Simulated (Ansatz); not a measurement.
# CsNbNiO2F4: field gradients at two levels of theory

Cell: a computed structure from the Materials Project (it need not be an observed phase), taken as it stands.

```
Cs Nb Ni O F
1.0
     5.21321   -5.29400    0.00000
     5.21321    5.29400    0.00000
    -5.18004    0.00000    5.26092
Cs Nb Ni O F
2 2 2 4 8
Direct
  0.62600 0.37400 0.50000
  0.36390 0.63610 0.00000
  0.48385 0.00059 0.75931
  0.99941 0.51615 0.24069
  0.99892 0.00002 0.74832
  0.99998 0.00108 0.25168
  0.93474 0.69260 0.13364
  0.30740 0.06526 0.86636
  0.70737 0.29263 0.00000
  0.31587 0.68413 0.50000
  0.93021 0.67042 0.50210
  0.92746 0.07254 0.50000
  0.67374 0.92149 0.99987
  0.32958 0.06979 0.49790
  0.07928 0.32136 0.39230
  0.67864 0.92072 0.60770
  0.06515 0.93485 0.00000
  0.07851 0.32626 0.00013
```

Atom numbers follow the list; atoms alike are taken as one site, whose name carries the number of the first.

First run. The numbers come from a DFT calculation in Ansatz (PBE, plane waves and PAW, scalar-relativistic, collinear spin, 420 eV cutoff, Γ-centred 4×4×5 k-points, Fermi–Dirac smearing 0.02 eV). Start moments as typed (μB): 0 0 0 0 2 -2 0 0 0 0 0 0 0 0 0 0 0 0 by atom.

| site | atom | V_zz (10²¹ V/m²) | η | m (μB) |
| --- | --- | --- | --- | --- |
| Cs1 | 1 | 2.27 | 0.03 | 0.00 |
| Cs2 | 2 | 2.05 | 0.34 | 0.00 |
| Nb | 3 | 13.92 | 0.60 | 0.00 |
| Ni | 5 | 5.35 | 0.16 | 1.59 |
| O7 | 7 | -2.82 | 0.80 | -0.04 |
| O9 | 9 | 1.12 | 0.37 | 0.00 |
| O10 | 10 | 1.29 | 0.87 | 0.00 |
| F11 | 11 | 7.45 | 0.49 | 0.03 |
| F12 | 12 | 10.91 | 0.46 | 0.00 |
| F13 | 13 | 8.09 | 0.40 | -0.04 |
| F15 | 15 | 7.96 | 0.33 | -0.04 |
| F17 | 17 | 11.64 | 0.37 | 0.00 |

Second run. The same atoms and settings, except that the functional is r2SCAN and the cutoff is 500 eV.

Problem. What does the second run give?

Solution. 

| site | atom | V_zz | η | change of V_zz | m (μB) |
| --- | --- | --- | --- | --- | --- |
| Cs1 | 1 | 2.26 | 0.01 | -0.01 | 0.00 |
| Cs2 | 2 | 2.17 | 0.33 | +0.12 | 0.00 |
| Nb | 3 | 13.70 | 0.62 | -0.22 | 0.00 |
| Ni | 5 | 5.35 | 0.02 | 0.00 | 1.69 |
| O7 | 7 | -2.55 | 0.83 | +0.27 | -0.03 |
| O9 | 9 | 1.19 | 0.32 | +0.07 | 0.00 |
| O10 | 10 | 1.40 | 0.79 | +0.11 | 0.00 |
| F11 | 11 | 7.10 | 0.46 | -0.35 | 0.03 |
| F12 | 12 | 9.40 | 0.46 | -1.51 | 0.00 |
| F13 | 13 | 7.64 | 0.38 | -0.45 | -0.03 |
| F15 | 15 | 7.27 | 0.33 | -0.69 | -0.03 |
| F17 | 17 | 9.91 | 0.38 | -1.73 | 0.00 |

The largest change of V_zz is on F17, from 11.64 to 9.91. In per cent, |V_zz| changes by 0 to +6 on Cs, -2 on Nb, 0 on Ni, -10 to +9 on O, -15 to -5 on F (all sites that start above 0.5).

Without spin–orbit coupling (the program notes it for Cs and Nb) the gradients are little affected as a rule: paired runs on crystals with a gap mostly move them by under 2 % at such atoms. With these PAW files V_zz is typically within 2 to 3 % of all-electron values, but misses above 10 % occur on Ni. The magnetic order is the one that the run reached from its start moments, not necessarily the measured one.
For the first run: The largest force is 0.6 eV/Å, so the atoms aren't at the calculated equilibrium and relaxing them would move these values.
For the second run: The largest force is 1.0 eV/Å, so the atoms aren't at the calculated equilibrium and relaxing them would move these values. The program didn't check the stability of this electronic state in full, so a lower one may lie near.
